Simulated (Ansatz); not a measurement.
**Calculated with Ansatz: TaC, vacancy hop by nudged elastic band**

Input:

```yaml
crystal:
  lattice:
    - [0.0, 4.462696, 4.462696]
    - [4.462696, 0.0, 4.462696]
    - [4.462696, 4.462696, 0.0]
  atoms:
    - { symbol: Ta, position: [-0.00404829, -0.00218626, -0.00035166] }
    - { symbol: C, position: [0.24934452, 0.24439255, 0.25163751] }
    - { symbol: Ta, position: [0.00157851, 0.00514535, 0.48932629] }
    - { symbol: Ta, position: [-0.00680044, 0.50979673, 0.00172706] }
    - { symbol: C, position: [0.24930452, 0.75221761, 0.25135378] }
    - { symbol: Ta, position: [-0.00042737, 0.50077125, 0.5041383] }
    - { symbol: C, position: [0.25130652, 0.75200775, 0.74232341] }
    - { symbol: Ta, position: [0.49422282, 0.00561537, -0.00313266] }
    - { symbol: C, position: [0.75029099, 0.25119093, 0.24269099] }
    - { symbol: Ta, position: [0.49797042, 0.00015953, 0.49883859] }
    - { symbol: C, position: [0.744904, 0.25181873, 0.75165804] }
    - { symbol: Ta, position: [0.5018816, 0.49762293, 0.00120411] }
    - { symbol: C, position: [0.75398053, 0.74967051, 0.24993778] }
    - { symbol: Ta, position: [0.50423956, 0.49945586, 0.49981208] }
    - { symbol: C, position: [0.7523028, 0.76004823, 0.7450049] }
kpoints:
  mp_grid: { grid: [3, 3, 3] }
magnetization:
  spin_polarized: false
scf:
  occupations: { method: cold, width: 0.15 }
hamiltonian:
  pseudopotentials: { kind: paw }
  xc: pbe
basis:
  ecutwfc: 420
neb:
  images: 3
  relax_end_points: true
  climbing: true
  f_tol: 0.05
  max_iterations: 40
  order_check: false
  final_atoms:
    - { symbol: Ta, position: [-0.00404829, -0.00218626, -0.00035166] }
    - { symbol: C, position: [0.24393034, 0.25168545, 0.74910643] }
    - { symbol: Ta, position: [0.00157851, 0.00514535, 0.48932629] }
    - { symbol: Ta, position: [-0.00680044, 0.50979673, 0.00172706] }
    - { symbol: C, position: [0.24930452, 0.75221761, 0.25135378] }
    - { symbol: Ta, position: [-0.00042737, 0.50077125, 0.5041383] }
    - { symbol: C, position: [0.25130652, 0.75200775, 0.74232341] }
    - { symbol: Ta, position: [0.49422282, 0.00561537, -0.00313266] }
    - { symbol: C, position: [0.75029099, 0.25119093, 0.24269099] }
    - { symbol: Ta, position: [0.49797042, 0.00015953, 0.49883859] }
    - { symbol: C, position: [0.744904, 0.25181873, 0.75165804] }
    - { symbol: Ta, position: [0.5018816, 0.49762293, 0.00120411] }
    - { symbol: C, position: [0.75398053, 0.74967051, 0.24993778] }
    - { symbol: Ta, position: [0.50423956, 0.49945586, 0.49981208] }
    - { symbol: C, position: [0.7523028, 0.76004823, 0.7450049] }
```

Launch command:

```bash
ansatz run input.yaml --threads 4 --pin off --max-ram 8192MiB --backend cpu --events-out ev --progress --plain --runs-dir out
```

Origin of the cell: a database entry, scaled a little.

The cell is 2×2×2 cells of TaC with one C taken out; atom 2 (C) hops into the empty site, 3.15 Å away before the end points are relaxed. All atoms were shaken by about 0.02 Å first.

Output (shortened):

```
SCF iter   1: F=—  HF=-81223.443629 eV  Δρ=5.70e-3  dr2=1.55e-1
SCF iter   2: F=—  HF=-81223.418042 eV  S|Δr|=    0.00e0  Δρ=2.52e-3  dr2=2.50e-2
SCF iter   3: F=—  HF=-81223.413270 eV  S|Δr|=    0.00e0  Δρ=7.75e-4  dr2=1.79e-3
SCF iter   4: F=—  HF=-81223.412954 eV  S|Δr|=    0.00e0  Δρ=2.39e-4  dr2=1.28e-4
SCF iter   5: F=—  HF=-81223.412929 eV  S|Δr|=    0.00e0  Δρ=6.03e-5  dr2=9.10e-6
SCF iter   6: F=—  HF=-81223.413122 eV  S|Δr|=    0.00e0  Δρ=1.43e-5  dr2=6.10e-7
SCF iter   7: F=-81223.413122 eV  HF=-81223.413122 eV  S|Δr|=    0.00e0  Δρ=4.99e-6  dr2=4.84e-8
NEB iter   1: max|band force component| = 1.433e1 eV/Å  barrier→ = 10.2948 eV  barrier← = 10.2948 eV  Δτ_max = 0.2000 Å  (39 SCF iters)
NEB iter   2: max|band force component| = 3.153e0 eV/Å  barrier→ = 5.5410 eV  barrier← = 5.5410 eV  Δτ_max = 0.0868 Å  (22 SCF iters)
NEB iter   3: max|band force component| = 4.952e-1 eV/Å  barrier→ = 5.0947 eV  barrier← = 5.0947 eV  CI = image 2  Δτ_max = 0.0384 Å  (21 SCF iters)
NEB iter   4: max|band force component| = 1.381e-1 eV/Å  barrier→ = 5.0452 eV  barrier← = 5.0452 eV  CI = image 2  Δτ_max = 0.0138 Å  (20 SCF iters)
NEB iter   5: max|band force component| = 7.720e-2 eV/Å  barrier→ = 5.0397 eV  barrier← = 5.0397 eV  CI = image 2  Δτ_max = 0.0059 Å  (18 SCF iters)
NEB iter   6: max|band force component| = 1.026e-2 eV/Å  barrier→ = 5.0390 eV  barrier← = 5.0390 eV  CI = image 2  Δτ_max = 0.0000 Å  (15 SCF iters)
--- NEB band (5 images, 6 band iterations, 135 SCF iterations, 42 more in tests of the images' electronic states and relaxations of end points) ---
  forward barrier  = 5.039003 eV
  backward barrier = 5.039003 eV
  lagrangian_above_aufbau_ev (what the smearing adds, to first order; not taken off the barriers): saddle image +0.001431 eV, end points -0.019774 and -0.019774 eV
  climbing image's point = of an order that was not read
  energies are F+E_penalty+E_count in eV, relative to image 0
  image     s (Å)  Δ vs image 0  max|band force component| (eV/Å)
      0    0.0000      0.000000                                 —
      1    0.8096      2.644141                          1.023e-2
  *   2    1.6189      5.039003                          6.545e-3
      3    2.4282      2.644058                          1.026e-2
      4    3.2378     -0.000000                                 —
```

The converged band:

| image | path over all atoms (Å) | ΔF (eV) | C x | y | z (Å) |
| --- | --- | --- | --- | --- | --- |
| 0 | 0.00 | 0.000 | 2.23 | 2.22 | 2.24 |
| 1 | 0.81 | 2.644 | 2.77 | 2.76 | 2.24 |
| 2 | 1.62 | 5.039 | 3.35 | 3.34 | 2.24 |
| 3 | 2.43 | 2.644 | 3.93 | 3.91 | 2.24 |
| 4 | 3.24 | 0.000 | 4.47 | 4.45 | 2.24 |

Relaxed start, forces in eV/Å:

```xyz
15
Lattice="0.000 4.463 4.463 4.463 0.000 4.463 4.463 4.463 0.000" Properties=species:S:1:pos:R:3:forces:R:3 pbc="T T T" image=0
Ta    0.001   -0.010   -0.020    0.000    0.001    0.000
C     2.233    2.221    2.237    0.000    0.000    0.000
Ta    2.233    2.221    0.005    0.000    0.000    0.000
Ta    2.257   -0.010    2.237    0.000    0.000    0.000
C     4.464    2.221    4.468    0.000    0.000    0.000
Ta    4.464    2.196    2.237    0.000   -0.001   -0.001
C     6.695    4.453    4.468    0.000    0.000    0.001
Ta    0.001    2.246    2.236    0.000    0.001    0.001
C     2.232    4.453    4.468    0.000    0.000   -0.001
Ta    2.208    4.453    2.237    0.000    0.000    0.000
C     4.464    6.684    4.468    0.000    0.000    0.000
Ta    2.233    2.221    4.468   -0.001    0.000    0.000
C     4.464    4.453    6.699    0.000    0.000    0.000
Ta    4.464    4.453    4.493    0.001   -0.001    0.000
C     6.695    6.684    6.699    0.000    0.000    0.000
```

Highest image (2), forces in eV/Å:

```xyz
15
Lattice="0.000 4.463 4.463 4.463 0.000 4.463 4.463 4.463 0.000" Properties=species:S:1:pos:R:3:forces:R:3 pbc="T T T" image=2
Ta   -0.034   -0.048    0.062    0.006    0.006   -0.001
C     3.349    3.336    2.237    0.000    0.000    0.000
Ta    2.270    2.256    0.062   -0.006   -0.006   -0.001
Ta    2.245   -0.023    2.237   -0.003    0.003    0.000
C     4.500    2.185    4.508    0.001   -0.001    0.007
Ta    4.665    2.020    2.237   -0.003    0.003    0.000
C     6.661    4.487    4.429   -0.001    0.001   -0.007
Ta   -0.010    2.232    2.237    0.003   -0.003    0.000
C     2.198    4.487    4.508   -0.001    0.001    0.007
Ta    2.033    4.652    2.237    0.003   -0.003    0.000
C     4.500    6.647    4.429    0.001   -0.001   -0.007
Ta    2.270    2.256    4.412   -0.006   -0.006    0.001
C     4.361    4.348    6.700   -0.005   -0.005    0.000
Ta    4.428    4.415    4.412    0.006    0.006    0.001
C     6.800    6.787    6.700    0.005    0.005    0.000
```

Relaxed end, forces in eV/Å:

```xyz
15
Lattice="0.000 4.463 4.463 4.463 0.000 4.463 4.463 4.463 0.000" Properties=species:S:1:pos:R:3:forces:R:3 pbc="T T T" image=4
Ta    0.003   -0.012    0.006    0.000    0.000    0.000
C     4.465    4.450    2.237    0.000    0.000    0.000
Ta    2.234    2.219   -0.019    0.000    0.000    0.000
Ta    2.234   -0.037    2.237    0.000   -0.001    0.000
C     4.465    2.219    4.469    0.000    0.000    0.000
Ta    4.490    2.219    2.237    0.000    0.000    0.000
C     6.697    4.450    4.469    0.000    0.000    0.000
Ta   -0.022    2.219    2.237    0.000    0.000    0.000
C     2.234    4.450    4.469    0.000    0.000    0.000
Ta    2.234    4.475    2.237    0.001    0.000    0.000
C     4.465    6.682    4.469    0.000    0.000    0.000
Ta    2.234    2.219    4.493    0.000    0.000    0.000
C     4.465    4.450    6.700    0.000    0.000    0.000
Ta    4.465    4.450    4.469    0.000    0.000    0.000
C     6.697    6.682    6.700    0.000    0.000    0.000
```

Barrier of this path: 5.04 eV forwards, 5.04 eV backwards, after 6 band iterations.

Caveats: no moments, though an odd count or open d shells may carry them; no spin-orbit coupling, though heavy elements are present; the k mesh is coarse if the cell is a metal; a small cell with a neutral vacancy and no spin, whose shape can make like sites unlike; the cell is held at a rescaled volume, and strain moves barriers; the hop was drawn among near neighbours and need not be the easiest path; few images and a loose tolerance, and neither the top nor the ends were tested for their order.

The run took 71 s on 4 threads of Intel(R) Xeon(R) 6975P-C (Granite Rapids) (shared host), peak memory 1.3 GiB, from the program's own first density.
